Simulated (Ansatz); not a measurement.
MgS:
```xyz
4
Lattice="3.7184 0.0000 0.0000 0.0000 3.7184 0.0000 0.0000 0.0000 6.7910" Properties=species:S:1:pos:R:3 pbc="T T T"
Mg     0.0000     1.8592     0.0000
Mg     1.8592     0.0000     3.3955
S      0.0000     0.0000     1.6978
S      0.0000     0.0000     5.0933
```

Relaxed with PBE. Special points in fractions of this cell's reciprocal vectors: Γ (0.000, 0.000, 0.000); X (0.000, 0.500, 0.000); M (0.500, 0.500, 0.000); Z (0.000, 0.000, 0.500); R (0.000, 0.500, 0.500); A (0.500, 0.500, 0.500).

Problem. List the band energies nearest the valence-band maximum at these points for the program Ansatz at the PBE level (PAW).

Solution. In eV from the valence-band maximum; about four levels below and three above (degenerate sets whole), none deeper than 8.9 eV; points with the same levels are listed once.

```tsv
k	below	above
Γ	-1.16 -1.16 -0.52 -0.52 -0.49	1.11 4.64 4.87
X	-2.86 -0.80 -0.23 -0.22	1.50 4.66 4.82
M	-3.35 -2.29 -2.29 0.00	1.37 3.86 3.86
Z	-0.90 -0.90 -0.84 -0.84	2.47 2.47 6.19 6.19
R	-2.49 -2.33 -0.56 -0.51	3.15 3.40 5.59
A	-2.74 -2.74 -1.93 -1.93	2.14 2.14 5.69 5.69
```

Space group P4_2/mmc. A made-up cell: these elements were put on the sites of a structure type; neither database checked (COD, Materials Project) lists it. COD files the formula under space group No. 225, so this cell is another polymorph or a model. Its standing as an ambient phase is unchecked. The cell was relaxed with PBE under the symmetry of its start; its stability against distortions is not shown here.

Potentials: the later of the program's two PAW sets.
